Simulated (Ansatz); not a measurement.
The calculation used DFT PBE, scalar-relativistic, plane waves, PAW (Ansatz). Settings: cutoff 420 eV, Γ-centred meshes spaced at most about 0.3 Å⁻¹, and about 0.25 Å⁻¹ or finer for metals (2π included), Gaussian smearing. No spin polarisation in the final relaxations.

Each of these unrelaxed guesses is relaxed in cell and atoms within its symmetry. A guess keeps its type if space group and coordination stay and the shape of the cell changes little (axis ratios within about 15 %, angles within 6°); the volume may change.

1. Si2Cl

Space group P4/mmm (No. 123). a = 3.656 Å, b = 3.656 Å, c = 4.541 Å, α = 90.00°, β = 90.00°, γ = 90.00°
| atom | site | symmetry | x | y | z |
| --- | --- | --- | --- | --- | --- |
| Si | 1d | 4/mmm | 0.5000 | 0.5000 | 0.5000 |
| Si | 1c | 4/mmm | 0.5000 | 0.5000 | 0.0000 |
| Cl | 1b | 4/mmm | 0.0000 | 0.0000 | 0.5000 |

2. ZrZn3N2

Space group Cmmm (No. 65). a = 5.675 Å, b = 8.654 Å, c = 2.824 Å, α = 90.00°, β = 90.00°, γ = 90.00°
```
atom  site  symmetry       x       y       z
  Zr    2b       mmm  0.5000  0.0000  0.0000
  Zn    2a       mmm  0.0000  0.0000  0.0000
  Zn    4f     ..2/m  0.2500  0.7500  0.5000
   N    4i       m2m  0.5000  0.2844  0.0000
```

3. Ga3B2As

Space group R-3m:H (No. 166). a = 5.037 Å, b = 5.037 Å, c = 15.510 Å, α = 90.00°, β = 90.00°, γ = 120.00°
```csv
atom,site,symmetry,x,y,z
Ga,9e,.2/m,0.5000,0.0000,0.0000
B,6c,3m,0.3333,0.6667,0.2689
As,3a,-3m,0.0000,0.0000,0.0000
```

**Question.** Which keep their type?

**Answer.** Guess 1 keeps its type.

```csv
guess,kept,start group,end group,V start (Å³/atom),V end,"b/a and c/a, end over start",nearest neighbours start,nearest neighbours end
1,yes,P4/mmm,P4/mmm,20.2,21.6,"1.00, 1.12","Cl 4, Si 2/6","Cl 4, Si 2/6"
2,no,Cmmm,Cmmm,11.6,13.8,"0.82, 1.01","N 5, Zn 2/4, Zr 4","N 2, Zn 2/4, Zr 2"
3,no,R-3m,R-3m,18.9,19.6,"1.00, 0.52","As 6, B 3, Ga 2","As 6, B 1, Ga 2"
```

Neighbours count within 15 % of an atom's shortest distance; end groups are read at 0.02 Å (0.05 Å in metals).

In Si2Cl P4/mmm an odd number of electrons in the primitive cell allows no gap without spin; a larger cell or a magnetic state could open one. A magnetic state wasn't ruled out in cells without spin, among them Si2Cl P4/mmm. Cells relaxed within their symmetry can be saddle points.

In counts of neighbours, a slash parts the counts of unlike sites.
